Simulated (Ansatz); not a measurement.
# Vibrations of Cs

Cs in the bcc lattice, in a typed cell, not relaxed.

```
Cs
1.0
    -3.08000    3.08000    3.08000
     3.08000   -3.08000    3.08000
     3.08000    3.08000   -3.08000
Cs
1
Direct
  0.00000 0.00000 0.00000
```

Computed with Ansatz (plane-wave DFT, scalar-relativistic): LDA; Ansatz hand-made PAW at 520 eV; k mesh 8×8×8; Fermi–Dirac smearing of 0.1 eV; no spin. Harmonic phonons by finite displacements in cells commensurate with each q, in cm⁻¹; i marks an unstable mode.

Caveats: coarse k mesh.

Problem. Give all 3 branches at q = (0.5, -0.5, 0.5) and q = (0, 0, 0.5) (reciprocal cell vectors).

Solution. q = (0.5, -0.5, 0.5): 29 (×3). q = (0, 0, 0.5): 4, 20, 29.

Time of the run on a server CPU (model not recorded), shared host: about 120 s of wall time (2.0 cores busy on average), 0.6 GiB of host memory.
